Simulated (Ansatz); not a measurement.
# Ba (bcc, W type): frozen-phonon scan

Relaxed Ba (bcc, W type):

```
CELL_PARAMETERS angstrom
     -5.02000     5.02000     5.02000
      2.51000    -2.51000     2.51000
      2.51000     2.51000    -2.51000
ATOMIC_POSITIONS crystal
  Ba 0.00000 0.00000 0.00000
  Ba 0.50000 0.00000 0.00000
```

The atoms are displaced by Q × the pattern below (from a DFPT mode at N = (0.5, 0.0, 0.0), largest move 1; Q in Å), at fixed cell. (q is in reciprocal vectors of the primitive cell; the cell shown is doubled to hold the pattern.)

```
atom       x      y      z
----  ------  -----  -----
Ba1    1.000  0.000  0.000
Ba2   -1.000  0.000  0.000
```

Calculation: PBE (plane waves to 420 eV, PAW, scalar-relativistic; Ansatz, a quantum-chemistry and plane-wave program). k mesh 13×13×13 (Γ-centred), Fermi-Dirac smearing 0.05 eV. The energy includes the smearing's −TS. With partly filled bands, energies and forces of such displacements shift with the k mesh and the smearing. Ba was relaxed with its symmetry unable to fall. ΔE is measured from the undisplaced structure.

| Q (Å) | ΔE (meV/cell) | −dE/dQ from forces (eV/Å) |
|---|---|---|
| -0.100 | 13.6 | 0.270 |
| -0.083 | 9.4 | 0.226 |
| -0.067 | 6.0 | 0.181 |
| -0.050 | 3.4 | 0.136 |
| -0.033 | 1.5 | 0.091 |
| -0.017 | 0.4 | 0.045 |
| 0.000 | 0.0 | 0.000 |
| 0.017 | 0.4 | -0.045 |
| 0.033 | 1.5 | -0.091 |
| 0.050 | 3.4 | -0.136 |
| 0.067 | 6.0 | -0.181 |
| 0.083 | 9.4 | -0.226 |
| 0.100 | 13.6 | -0.270 |

Summary:

| Quantity | Value |
|---|---|
| Energy at Q = 0.100 Å | 13.6 meV/cell |
| Space group of the distorted cell | Cmcm (No. 63), lowered from Im-3m |
| Symmetry of the curve | even: the same for both signs |
| Shape of the curve | a single well with its minimum at or next to zero displacement |
| Harmonic wavenumber from the curvature (finite differences) | 52 cm⁻¹ |

The 13 points together took very roughly 12 core-minutes.

(For displaced atoms, the force is minus the slope of the energy, and its curvature is a force constant, which sets phonon frequencies.)
